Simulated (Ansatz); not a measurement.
An Ansatz input:

```yaml
crystal:
  lattice:
    - [-1.7102607323, 1.7102607323, 1.7102607323]
    - [1.7102607323, -1.7102607323, 1.7102607323]
    - [1.7102607323, 1.7102607323, -1.7102607323]
  atoms:
    - { symbol: Se, position: [0.0, 0.0, 0.0] }
hamiltonian:
  xc: pbesol
  pseudopotentials:
    kind: paw
    azcp:
      Se: "pseudopotentials/Se.paw.azcp"
basis:
  ecutwfc: 420
  fft_grid_basis: typed
kpoints:
  mp_grid: { grid: [15, 15, 15], shift: [0, 0, 0] }
magnetization:
  spin_polarized: false
scf:
  occupations: { method: fermi_dirac, width: 0.1 }
  lower_state_search: "off"
output:
  stress: true
```

Output

```
Warning: the record states the generating functional pbe (its physics header spells it `PBE`), which answers neither for hamiltonian.xc's functional nor for the pbesol family's — results may be inconsistent (PPs are generated against a specific XC)
Engine: ansatz 0.2.0, aarch64-unknown-linux-gnu
Pseudopotentials: kind: paw
Pseudopotential: Se, paw, valence charge 16, recommended cutoff 420 eV (normal) 
Functional definition: PBEsol
  exchange = pbesol_x
  correlation = pbesol_c
Crystal: 1 atoms, lattice volume = 20.010 Å³
Basis set: ecut = 420 eV, 381 PW (Γ)
Bands: 12, of which v1, the nominal top of the filled ones, is band 8 counted from 1 (7 counted from 0)
Symmetry: 48 space group operations
Space group: Im-3m (ITA 229), of the structure as read, at distance tolerance 2.7e-5 Å
k-points: 120 of 3375
Non-local potential: Se, projectors of the file, l = 0: 2, l = 1: 2, l = 2: 3, l = 3: 1
PAW form: soft (Blöchl's): semilocal exchange-correlation on the pseudo side does not see the compensation charge
PAW frozen core: Se, regenerated for the run's functional, and the local potential with it (the file was generated under x = pbe(κ = 0.804, μ = 0.2195149727645171), c = pbe(β = 0.06672455060314922))
PAW one-centre angular grid: Se, 590 points (default); XC on 64 Gauss nodes
Initial density: superposition of atomic densities (neutral atoms: chi_scale 0, normalization atom), corrected by the library's trained network
Initial wavefunctions: pseudopotential atomic-orbital guess
Functional: x = pbesol(κ = 0.804, μ = 0.12345679012345678), c = pbesol(β = 0.046)
SCF iter   1: F=—  HF=-5423.745381 eV  |F-HF|=—  |Δ(HF+E_count)|=         —  Δρ=1.76e-3  dr2=3.50e-4  ethr=1.77e-3  ⟨swp⟩=5.1  Hψ=8520  notcnv=0
SCF iter   2: F=—  HF=-5423.745163 eV  |F-HF|=—  |Δ(HF+E_count)|=   2.18e-4  Δρ=1.18e-3  dr2=1.84e-4  ethr=2.19e-6  ⟨swp⟩=2.0  Hψ=3356  notcnv=0
SCF iter   3: F=—  HF=-5423.745239 eV  |F-HF|=—  |Δ(HF+E_count)|=   7.65e-5  Δρ=5.38e-4  dr2=4.21e-5  ethr=1.15e-6  ⟨swp⟩=2.0  Hψ=2399  notcnv=0
SCF iter   4: F=—  HF=-5423.745257 eV  |F-HF|=—  |Δ(HF+E_count)|=   1.74e-5  Δρ=8.81e-5  dr2=1.85e-6  ethr=2.63e-7  ⟨swp⟩=2.0  Hψ=2404  notcnv=0
iter 5 did not close the SCF: its close was put off for the readings that it lacked (scf_convergence_deferred on its scf_iter line)
SCF iter   5: F=-5423.745255 eV  HF=-5423.745256 eV  |F-HF|=4.48e-8  |Δ(HF+E_count)|=   9.59e-7  Δρ=2.56e-5  dr2=4.46e-8  ethr=1.16e-8  ⟨swp⟩=2.0  Hψ=2404  notcnv=0
SCF iter   6: F=-5423.745256 eV  HF=-5423.745256 eV  |F-HF|=9.09e-11  |Δ(HF+E_count)|=   7.12e-9  Δρ=3.63e-6  dr2=1.13e-9  ethr=2.79e-10  ⟨swp⟩=2.3  Hψ=5088  notcnv=0
SCF 1 converged in 6 iterations: F = -5423.745256 eV  dr2 = 1.13e-9
SCF converged after 6 iterations
Free energy (F): -5423.745256 eV
Harris-Foulkes:  -5423.745256 eV  (|F-HF|=9.09e-11)
Internal energy: -5423.715971 eV  (E = F + TS)
E sigma→0 (E₀):  -5423.730613 eV
Entropy (-TS):   -0.029285 eV (-29.285 meV/atom)
Fermi energy:    11.297688 eV
--- Per-component energies (eV) ---
  E_band       = -342.081080
  E_kinetic    = 116.655798
  E_local      = -2049.650036  (includes V_loc(G=0)·N_el)
  E_nonlocal   = -590.867853
  E_hartree    = 1031.734446
  E_xc         = -102.671281
  E_vxc        = -97.227375  (∫ρ·V_xc dr)
  E_paw        = -1868.916889  (= ΣΔE_a)
  E_vpaw       = 215.539615  (= ΣTr[D̂ρ^β])
  E_aug_tail   = -0.000608  (compensation charges beyond the density's cutoff)
  E_ewald      = -1961.007998
  E_core_change = 1.008450  (= ΣΔE_core)
  E_smearing   = -0.029285  (= −TS)
  E_closure    = -0.000000  (closes the sum)
  Σ components = -5423.745256   (vs F -5423.745256, Δ=0.00e0)
--- Stress (GPa, compression-positive) ---
       -2.678640      -0.000000      -0.000000
       -0.000000      -2.678640       0.000000
       -0.000000      -0.000000      -2.678640
  P = ⅓ Tr σ = -2.6786 GPa (-26.786 kbar)
```
